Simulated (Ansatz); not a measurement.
Ansatz input

```yaml
crystal:
  lattice:
    - [0.0, 2.3668719584, 2.3668719584]
    - [2.3668719584, 0.0, 2.3668719584]
    - [2.3668719584, 2.3668719584, 0.0]
  atoms:
    - { symbol: Ni, position: [0.125, 0.125, 0.125], spin: 0.797 }
    - { symbol: Ni, position: [0.875, 0.875, 0.875], spin: 0.797 }
hamiltonian:
  xc: lda
  pseudopotentials:
    kind: paw
    azcp:
      Ni: "pseudopotentials/Ni.paw.azcp"
basis:
  ecutwfc: 420
  fft_grid_basis: typed
kpoints:
  mp_grid: { grid: [12, 12, 12], shift: [0, 0, 0] }
magnetization:
  spin_polarized: true
scf:
  occupations: { method: fermi_dirac, width: 0.05 }
  lower_state_search: "off"
output:
  stress: true
  write_density: true
  write_potential: true
  elf: true
  volumetric_format: npy
```

Output

```
Warning: the record states the generating functional pbe (its physics header spells it `PBE`), which answers neither for hamiltonian.xc's functional nor for the lda family's — results may be inconsistent (PPs are generated against a specific XC)
Engine: ansatz 0.2.0, x86_64-unknown-linux-gnu
Pseudopotentials: kind: paw
Pseudopotential: Ni, paw, valence charge 18, recommended cutoff 420 eV (normal) 
Functional definition: SPW92
  exchange = slater_x
  correlation = pw_c
Crystal: 2 atoms, lattice volume = 26.519 Å³
Basis set: ecut = 420 eV, 531 PW (Γ)
Bands: 23, of which v1, the nominal top of the filled ones, is band 18 counted from 1 (17 counted from 0)
Symmetry: 48 space group operations
Space group: Fd-3m (ITA 227), of the structure as read, at distance tolerance 3.0e-5 Å
Magnetic group: BNS 227.128 (UNI 1630), of the structure as read, at distance tolerance 3.0e-5 Å
k-points: 72 of 1728
Non-local potential: Ni, projectors of the file, l = 0: 3, l = 1: 2, l = 2: 3, l = 3: 1
PAW form: soft (Blöchl's): semilocal exchange-correlation on the pseudo side does not see the compensation charge
PAW frozen core: Ni, regenerated for the run's functional, and the local potential with it (the file was generated under x = pbe(κ = 0.804, μ = 0.2195149727645171), c = pbe(β = 0.06672455060314922))
PAW one-centre angular grid: Ni, 590 points (default); XC on 64 Gauss nodes
Initial density: superposition of atomic densities (chi_scale 0.1, normalization cell)
Starting moments: Σ|m| = 1.594 μB on 2 of 2 sites
Initial wavefunctions: pseudopotential atomic-orbital guess
Functional: x = slater, c = lda
SCF iter   1: F=—  HF=-11544.131204 eV  |F-HF|=—  |Δ(HF+E_count)|=         —  Δρ=4.70e-2 (↑4.70e-2 ↓3.88e-2)  dr2=1.67e0  dr2_m=1.59e-2  M=1.386 μB ∫|m|=1.414 μB  β_m=0.30  ethr=3.10e-3  ⟨swp⟩=5.5  Hψ=12922  notcnv=0
spin=Collinear: Kerker preconditioning applied to the charge; magnetization (m = ρ↑ − ρ↓) channel mixes plain (no charge-response kernel on spin).
SCF iter   2: F=—  HF=-11543.959404 eV  |F-HF|=—  |Δ(HF+E_count)|=   1.72e-1  Δρ=2.22e-2 (↑2.22e-2 ↓1.83e-2)  dr2=4.32e-1  dr2_m=2.29e-2  M=1.446 μB ∫|m|=1.488 μB  β_m=1.00  ethr=3.10e-3  ⟨swp⟩=2.0  Hψ=5083  notcnv=0  defer=17
SCF iter   3: F=—  HF=-11543.868640 eV  |F-HF|=—  |Δ(HF+E_count)|=   9.08e-2  Δρ=1.35e-2 (↑1.35e-2 ↓1.14e-2)  dr2=2.13e-1  dr2_m=2.71e-3  M=1.450 μB ∫|m|=1.529 μB  β_m=1.00  ethr=1.20e-3  ⟨swp⟩=2.0  Hψ=3875  notcnv=0  defer=17
SCF iter   4: F=—  HF=-11543.763245 eV  |F-HF|=—  |Δ(HF+E_count)|=   1.05e-1  Δρ=1.02e-2 (↑4.80e-3 ↓1.02e-2)  dr2=2.31e-2  dr2_m=2.75e-3  M=1.485 μB ∫|m|=1.576 μB  β_m=1.00  ethr=5.91e-4  ⟨swp⟩=3.0  Hψ=5910  notcnv=0  defer=17
SCF iter   5: F=—  HF=-11543.778136 eV  |F-HF|=—  |Δ(HF+E_count)|=   1.49e-2  Δρ=6.20e-3 (↑4.64e-3 ↓6.20e-3)  dr2=1.44e-2  dr2_m=2.13e-4  M=1.492 μB ∫|m|=1.589 μB  β_m=1.00  ethr=6.42e-5  ⟨swp⟩=2.4  Hψ=5124  notcnv=0  defer=17
SCF iter   6: F=—  HF=-11543.788759 eV  |F-HF|=—  |Δ(HF+E_count)|=   1.06e-2  Δρ=1.61e-3 (↑1.04e-3 ↓1.61e-3)  dr2=7.36e-4  dr2_m=1.20e-4  M=1.497 μB ∫|m|=1.598 μB  β_m=0.30  ethr=4.00e-5  ⟨swp⟩=2.1  Hψ=5467  notcnv=0  defer=17
Mixer restart at iter 6: flushing history
spin-set hold released at iteration 6 (site moments contracting): the magnetisation degrees of freedom join the quasi-Newton model from the next iteration; the mixer history was flushed
SCF iter   7: F=—  HF=-11543.791056 eV  |F-HF|=—  |Δ(HF+E_count)|=   2.30e-3  Δρ=1.36e-3 (↑9.18e-4 ↓1.36e-3)  dr2=3.57e-4  dr2_m=1.62e-4  M=1.499 μB ∫|m|=1.602 μB  β_m=0.65  ethr=2.04e-6  ⟨swp⟩=2.0  Hψ=4730  notcnv=0  defer=17
SCF iter   8: F=—  HF=-11543.794213 eV  |F-HF|=—  |Δ(HF+E_count)|=   3.16e-3  Δρ=1.45e-3 (↑1.45e-3 ↓5.67e-4)  dr2=6.45e-4  dr2_m=4.88e-5  M=1.502 μB ∫|m|=1.614 μB  β_m=0.82  ethr=9.91e-7  ⟨swp⟩=2.0  Hψ=6276  notcnv=0  defer=17
SCF iter   9: F=—  HF=-11543.794268 eV  |F-HF|=—  |Δ(HF+E_count)|=   5.46e-5  Δρ=1.47e-3 (↑5.79e-4 ↓1.47e-3)  dr2=4.94e-4  dr2_m=5.45e-5  M=1.507 μB ∫|m|=1.619 μB  β_m=0.67  ethr=9.91e-7  ⟨swp⟩=2.0  Hψ=5802  notcnv=0  defer=17
SCF iter  10: F=—  HF=-11543.794127 eV  |F-HF|=—  |Δ(HF+E_count)|=   1.41e-4  Δρ=2.73e-4 (↑7.44e-5 ↓2.73e-4)  dr2=1.03e-5  dr2_m=3.42e-6  M=1.506 μB ∫|m|=1.619 μB  β_m=0.84  ethr=9.91e-7  ⟨swp⟩=2.1  Hψ=4829  notcnv=0  defer=17
SCF iter  11: F=—  HF=-11543.794141 eV  |F-HF|=—  |Δ(HF+E_count)|=   1.43e-5  Δρ=2.08e-4 (↑9.35e-5 ↓2.08e-4)  dr2=1.14e-5  dr2_m=8.93e-7  M=1.507 μB ∫|m|=1.620 μB  β_m=0.92  ethr=2.85e-8  ⟨swp⟩=2.0  Hψ=4652  notcnv=0  defer=17
SCF iter  12: F=—  HF=-11543.794140 eV  |F-HF|=—  |Δ(HF+E_count)|=   1.31e-6  Δρ=2.34e-5 (↑1.03e-5 ↓2.34e-5)  dr2=1.59e-7  dr2_m=1.26e-8  M=1.506 μB ∫|m|=1.620 μB  β_m=0.92  ethr=2.85e-8  ⟨swp⟩=2.0  Hψ=4623  notcnv=0  defer=17
SCF iter  13: F=-11543.794140 eV  HF=-11543.794140 eV  |F-HF|=1.81e-8  |Δ(HF+E_count)|=   4.16e-8  Δρ=7.50e-6 (↑4.15e-6 ↓7.50e-6)  dr2=2.71e-8  dr2_m=8.52e-10  M=1.506 μB ∫|m|=1.620 μB  ethr=2.78e-10  ⟨swp⟩=8.8  Hψ=21382  notcnv=0
SCF 1 converged in 13 iterations: F = -11543.794140 eV  dr2 = 2.71e-8
SCF converged after 13 iterations
Magnetization: 1.5065 μB (18.7532 up, 17.2468 down)
Absolute magnetization: 1.6210 μB (∫|ρ↑−ρ↓|, with the PAW one-centre terms)
Spin contamination: 0.0107 ħ² per cell (⟨S²⟩ above its minimum at these occupations)
Per-site moments (μB) at R_I (Å): [(0.7687204720130019, 0.8455306379352627), (0.7687204720130018, 0.8455306379352627)]
Free energy (F): -11543.794140 eV
Harris-Foulkes:  -11543.794140 eV  (|F-HF|=1.81e-8)
Internal energy: -11543.773018 eV  (E = F + TS)
E sigma→0 (E₀):  -11543.783579 eV
Entropy (-TS):   -0.021122 eV (-10.561 meV/atom)
Fermi energy:    13.861297 eV
--- Per-component energies (eV) ---
  E_band       = -731.032157
  E_kinetic    = 570.919112
  E_local      = -8272.457742  (includes V_loc(G=0)·N_el)
  E_nonlocal   = 1282.971437
  E_hartree    = 3481.450822
  E_xc         = -168.722969
  E_vxc        = -218.419816  (∫ρ·V_xc dr)
  E_paw        = -3129.680335  (= ΣΔE_a)
  E_vpaw       = -1056.928999  (= ΣTr[D̂ρ^β])
  E_aug_tail   = 0.000887  (compensation charges beyond the density's cutoff)
  E_ewald      = -5309.122471
  E_core_change = 0.868241  (= ΣΔE_core)
  E_smearing   = -0.021122  (= −TS)
  E_closure    = -0.000000  (closes the sum)
  Σ components = -11543.794140   (vs F -11543.794140, Δ=0.00e0)
--- Stress (GPa, compression-positive) ---
       20.946264      -0.000000       0.000000
       -0.000000      20.946264      -0.000000
        0.000000       0.000000      20.946264
  P = ⅓ Tr σ = 20.9463 GPa (209.463 kbar)
--- Band table (eV; the first three rows and the last of 144) ---
  k-point 0 ↑: bands = ["-89.5431", "-89.3147", "-50.4677", "-50.4677", "-50.4677", "-50.0547", "-50.0547", "-50.0547", "5.9988", "9.8211", "9.8211", "9.9687", "9.9687", "9.9687", "11.8605", "11.8605", "11.8605", "13.2136", "13.2136", "27.5728", "27.5728", "27.5728", "27.8545"]
  k-point 1 ↑: bands = ["-89.5402", "-89.3176", "-50.4709", "-50.4709", "-50.4668", "-50.0560", "-50.0515", "-50.0515", "6.1461", "9.7289", "9.7289", "9.9762", "10.0937", "10.0937", "11.8039", "11.8527", "11.8527", "13.2131", "13.2131", "24.9962", "26.5871", "26.5871", "28.8263"]
  k-point 2 ↑: bands = ["-89.5318", "-89.3259", "-50.4794", "-50.4794", "-50.4645", "-50.0597", "-50.0431", "-50.0431", "6.5778", "9.6455", "9.6455", "10.0056", "10.2520", "10.2520", "11.6469", "11.8533", "11.8533", "13.2062", "13.2062", "22.2271", "25.6381", "25.6381", "28.3995"]
  k-point 71 ↓: bands = ["-88.4847", "-88.4847", "-49.6538", "-49.6538", "-49.3530", "-49.3530", "-49.0506", "-49.0506", "9.7622", "9.7622", "10.9845", "10.9845", "11.5906", "11.5906", "12.0074", "12.0074", "14.2543", "14.2543", "16.1296", "16.1296", "16.8751", "16.8751", "29.3614"]
```

Command:

```sh
ansatz run input.yaml --threads 2 --pin off --max-ram 5120MiB --backend cpu --events-out ev --progress --plain --runs-dir out
```

On 2 threads of Intel(R) Xeon(R) 6975P-C (Granite Rapids) (shared host) this took about 2 s of wall time and 3.7 s of CPU time.
